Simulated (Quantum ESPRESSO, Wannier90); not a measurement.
## NaCl (rock salt), plane waves to Wannier functions

```xyz
2
Lattice="0.0000 2.7941 2.7941 2.7941 0.0000 2.7941 2.7941 2.7941 0.0000" Properties=species:S:1:pos:R:3 pbc="T T T"
Na     0.0000     0.0000     0.0000
Cl     2.7941     2.7941     2.7941
```

Cell from Materials Project (mp-22862), symmetrised, no further relaxation. COD (Crystallography Open Database) has an entry of this formula and space group (matched by these alone). Level: PBEsol, no spin polarisation, no spin-orbit coupling; pw.x of Quantum ESPRESSO at 71 Ry with PseudoDojo potentials, 8×8×8 k-points, Wannier90. Density: 10×10×10 mesh, cold smearing 0.01 Ry.

Functional, cutoff and mesh named above are those of the base row (PBEsol); the first column says what each row takes instead. Model: 8 functions from bands 5-19, start hydrogen-like Na: s;p; Cl: s;p, disentangled but not localised (num_iter = 0), frozen window tied to the conduction edge or Fermi level of each row, as listed, which moves Ω_I and hoppings a little by itself. Energies are relative to the valence-band maximum; the misfit is to pw.x on a path, for states up to 6.0 eV relative to the valence-band maximum. The functional changes, each with its own PseudoDojo files and their cutoffs, on the same cell. The disentangled Ω_I can sit in another minimum from row to row.

```json
[
 {"functional": "LDA", "frozen to (eV)": "6.30", "Ω_I (Å²)": "10.78", "rms misfit (meV)": "2.3", "gap (eV)": "4.80", "bottom of band 5 (eV)": "-12.67", "on-site Na1 pz minus Na1 s (eV)": "3.35", "hopping modulus Cl2 px – Na1 px, R = 0 1 1 (eV)": "1.802", "hopping modulus Cl2 pz – Na1 s, R = 0 0 1 (eV)": "1.215", "hopping modulus Cl2 s – Na1 s, R = 0 0 1 (eV)": "0.407"},
 {"functional": "PBE", "frozen to (eV)": "6.72", "Ω_I (Å²)": "10.92", "rms misfit (meV)": "2.1", "gap (eV)": "5.22", "bottom of band 5 (eV)": "-12.72", "on-site Na1 pz minus Na1 s (eV)": "3.31", "hopping modulus Cl2 px – Na1 px, R = 0 1 1 (eV)": "1.795", "hopping modulus Cl2 pz – Na1 s, R = 0 0 1 (eV)": "1.202", "hopping modulus Cl2 s – Na1 s, R = 0 0 1 (eV)": "0.399"},
 {"functional": "PBEsol", "frozen to (eV)": "6.53", "Ω_I (Å²)": "10.98", "rms misfit (meV)": "2.3", "gap (eV)": "5.04", "bottom of band 5 (eV)": "-12.70", "on-site Na1 pz minus Na1 s (eV)": "3.25", "hopping modulus Cl2 px – Na1 px, R = 0 1 1 (eV)": "1.799", "hopping modulus Cl2 pz – Na1 s, R = 0 0 1 (eV)": "1.212", "hopping modulus Cl2 s – Na1 s, R = 0 0 1 (eV)": "0.404"}
]
```
